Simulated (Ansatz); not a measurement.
**Ca5Ir2N6, one structure, two calculations**

Cell: a computed structure from the Materials Project (it need not be an observed phase), atoms as given.

```cif
data_Ca5Ir2N6
_symmetry_space_group_name_H-M 'C2/c'
_symmetry_Int_Tables_number 15
_cell_length_a 10.0595
_cell_length_b 6.7274
_cell_length_c 12.4610
_cell_angle_alpha 90.000
_cell_angle_beta 103.941
_cell_angle_gamma 90.000
loop_
_atom_site_label
_atom_site_type_symbol
_atom_site_symmetry_multiplicity
_atom_site_Wyckoff_symbol
_atom_site_fract_x
_atom_site_fract_y
_atom_site_fract_z
Ca1 Ca 4 e 0.5000 0.8744 0.7500
Ca3 Ca 8 f 0.5597 0.2431 0.0008
Ca7 Ca 8 f 0.1615 0.8774 0.7235
Ir Ir 8 f 0.7681 0.0662 0.5531
N15 N 8 f 0.6342 0.0391 0.6403
N19 N 8 f 0.2911 0.9938 0.5953
N23 N 8 f 0.9562 0.0395 0.6275
```

One atom of each set is listed; the run and its k-mesh use a cell of 26 atoms with edges of 6.05, 6.05, 12.46 Å.

First run. Method: Kohn–Sham DFT in Ansatz, PBE, plane waves and PAW, scalar-relativistic, collinear spin, 420 eV cutoff, Γ-centred 5×5×3 k-points, Fermi–Dirac smearing 0.02 eV. Start moments as typed (μB): 1 on each Ir, none on the rest.

```
site  V_zz (10²¹ V/m²)     η
 Ca1             -2.70  0.01
 Ca3              2.23  0.85
 Ca7              2.80  0.33
  Ir              22.6  0.87
 N15             -3.72  0.52
 N19              1.37  0.83
 N23             -3.17  0.43
```

Second run. The same atoms and settings, except that the mesh is 6×6×3 and the Fermi–Dirac smearing is 0.05 eV.

(1) Given the first result, estimate the second.

## Answers

(1) 

```csv
site,V_zz,η,change of V_zz
Ca1,-2.69,0.02,+0.01
Ca3,2.23,0.84,0.00
Ca7,2.80,0.32,0.00
Ir,22.0,0.90,-0.57
N15,-3.67,0.53,+0.05
N19,1.34,0.84,-0.03
N23,-3.15,0.44,+0.02
```

The largest change of V_zz is on Ir, from 22.6 to 22.0. In per cent, |V_zz| changes by 0 on Ca, -3 on Ir, -1 on N (all sites that start above 2).

Spin–orbit coupling is left out, which shifts gradients on Ir by a few per cent in wide-gap crystals, and can shift them far more where the calculated gap is small or absent, as here. Semilocal functionals make gaps too small and can close them, so the real compound need not be a metal. The start moments die out, and the run ends without spin.
For the first run: The largest force is 0.4 eV/Å, so the atoms aren't at the calculated equilibrium and relaxing them would move these values.
For the second run: The largest force is 0.3 eV/Å, so the atoms aren't at the calculated equilibrium and relaxing them would move these values.
